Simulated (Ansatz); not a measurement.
According to the program Ansatz at the PBE level (PAW), C in the tetragonal phase (P4_2/mmc; C on 2e, C on 4i) relaxes to a = 2.600 Å, c = 5.987 Å. C on 2e has 4 nearest neighbours from 1.54 Å (tetrahedral).

Electronic character: metallic (no gap).

The bulk modulus is 3170 kbar.

The start of the workflow was typed in or built on a structure type; neither database checked (COD, Materials Project) lists it. It is not the phase usual at ambient conditions (space group No. 194, 227). Symmetry was held in the PBE relaxation; whether a distortion lowers the energy is not shown.

Potentials: the earlier of the program's two PAW sets.
